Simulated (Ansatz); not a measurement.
Values for one crystal, relaxed and computed with DFT-r²SCAN+D4 in the program Ansatz with PAW potentials; other levels are named.

- Volume per atom = 16.42 Å³
- Band gap = 1.45 eV (indirect)
- Smallest direct gap on the standard path = 2.04 eV
- Conduction-band minimum = at Γ
- Electron effective mass with spin–orbit coupling = 0.20, 0.20, 0.35 mₑ (principal values)
- Hole effective mass = 1.1, 1.6, 1.6 mₑ (principal values)
- Electron effective mass = 0.20, 0.20, 0.35 mₑ (principal values)

### Question
Pick the material that matches.
(A) Ti4H3NS8, P3m1 (Pearson symbol hP16)
(B) WSe2, P6_3/mmc (W on 2d, Se on 4f)
(C) GaN, P6_3/mmc (Ga on 2d, N on 2b)
(D) BN, Fmm2 (B on 4a, N on 4a)

### Answer
C, GaN, P6_3/mmc (Ga on 2d, N on 2b)

The workflow started from a Materials Project entry (that database holds measured and hypothetical structures alike); the Crystallography Open Database copy checked does not list it. It is not the phase usual at ambient conditions (space group No. 186, 216). The r²SCAN+D4 relaxation kept the symmetry of its start; of distortions, only those at the zone centre were tested, and some modes there are weakly imaginary. Spin–orbit coupling is left out wherever it is not named.

Potentials: the later of the program's two PAW sets.
